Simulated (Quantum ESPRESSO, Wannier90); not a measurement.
**Wannier functions of AlNi (CsCl type)**

```
begin unit_cell_cart
ang
    2.8597100000    0.0000000000    0.0000000000
    0.0000000000    2.8597100000    0.0000000000
    0.0000000000    0.0000000000    2.8597100000
end unit_cell_cart
begin atoms_frac
Al   0.5000000000  0.5000000000  0.5000000000
Ni   0.0000000000  0.0000000000  0.0000000000
end atoms_frac
```

Structure: Materials Project mp-1487, symmetrised, not relaxed again. COD (Crystallography Open Database) has an entry of this formula and space group (matched by these alone). Level: PBEsol, no spin polarisation, no spin-orbit coupling; pw.x of Quantum ESPRESSO at 79 Ry with PseudoDojo potentials, 10×10×10 k-points, Wannier90. Density: 14×14×14 mesh, cold smearing 0.01 Ry. A non-magnetic state is assumed; magnetic ones were not tried.

Functional, cutoff and mesh named above are those of the base row (PBEsol); the first column says what each row takes instead. Model: 13 functions from bands 5-26, start hydrogen-like Al: s;p; Ni: s;p;d, disentangled but not localised (num_iter = 0), frozen window tied to the conduction edge or Fermi level of each row, as listed, which moves Ω_I and hoppings a little by itself. Energies are relative to the Fermi level; the misfit is to pw.x on a path, for states up to 1.0 eV relative to the Fermi level. The functional changes, each with its own PseudoDojo files and their cutoffs, on the same cell. The disentangled Ω_I can sit in another minimum from row to row.

```json
[
 {"functional": "LDA", "frozen to (eV)": "1.50", "Ω_I (Å²)": "9.98", "rms misfit (meV)": "2.7", "bottom of band 5 (eV)": "-11.25", "on-site Al1 pz minus Al1 s (eV)": "5.28", "hopping modulus Ni2 py – Ni2 py, R = 0 1 0 (eV)": "2.387", "hopping modulus Al1 s – Ni2 px, R = 0 1 1 (eV)": "1.466", "hopping modulus Al1 s – Ni2 s, R = 0 1 1 (eV)": "1.299", "hopping modulus Ni2 dz2 – Ni2 pz, R = 0 0 1 (eV)": "0.401"},
 {"functional": "PBE", "frozen to (eV)": "1.50", "Ω_I (Å²)": "10.12", "rms misfit (meV)": "2.8", "bottom of band 5 (eV)": "-11.29", "on-site Al1 pz minus Al1 s (eV)": "5.23", "hopping modulus Ni2 py – Ni2 py, R = 0 1 0 (eV)": "2.405", "hopping modulus Al1 s – Ni2 px, R = 0 1 1 (eV)": "1.476", "hopping modulus Al1 s – Ni2 s, R = 0 1 1 (eV)": "1.312", "hopping modulus Ni2 dz2 – Ni2 pz, R = 0 0 1 (eV)": "0.399"},
 {"functional": "PBEsol", "frozen to (eV)": "1.50", "Ω_I (Å²)": "10.10", "rms misfit (meV)": "2.7", "bottom of band 5 (eV)": "-11.29", "on-site Al1 pz minus Al1 s (eV)": "5.22", "hopping modulus Ni2 py – Ni2 py, R = 0 1 0 (eV)": "2.402", "hopping modulus Al1 s – Ni2 px, R = 0 1 1 (eV)": "1.473", "hopping modulus Al1 s – Ni2 s, R = 0 1 1 (eV)": "1.310", "hopping modulus Ni2 dz2 – Ni2 pz, R = 0 0 1 (eV)": "0.404"}
]
```
